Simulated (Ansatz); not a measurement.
Here is the system:

TiGe2:
```
CELL_PARAMETERS angstrom
      0.00000     4.22944     4.31809
      2.47792     0.00000     4.31809
      2.47792     4.22944     0.00000
ATOMIC_POSITIONS crystal
  Ti 0.75000 0.75000 0.75000
  Ti 0.50000 0.50000 0.50000
  Ge 0.08048 0.41952 0.08048
  Ge 0.41952 0.08048 0.41952
  Ge 0.16952 0.83048 0.16952
  Ge 0.83048 0.16952 0.83048
```

This is the LDA-relaxed structure.

All from DFT-LDA in the program Ansatz with PAW potentials, unless another level is named. Predict the electronic character.

metallic (no gap).

Give the formation energy from the elements (no fitted shifts).

-0.52 eV/atom.

Give the density of states at the Fermi level.

0.34 states/eV per atom (mean over ±0.08 eV).

Space group Fddd. The first step of the workflow began from a Materials Project structure, measured or hypothetical; the Crystallography Open Database files this formula in space group No. 70, but the cells were not matched. Whether it is the stable phase at ambient conditions was not checked. The LDA relaxation kept the symmetry of its start; its stability against distortions is not shown here. No spin polarisation was allowed. The references are the lowest solids computed at this level, not always the standard phases. Scalar-relativistic: spin–orbit coupling is off unless named, which matters more the heavier the elements.

Potentials: the later of the program's two PAW sets.
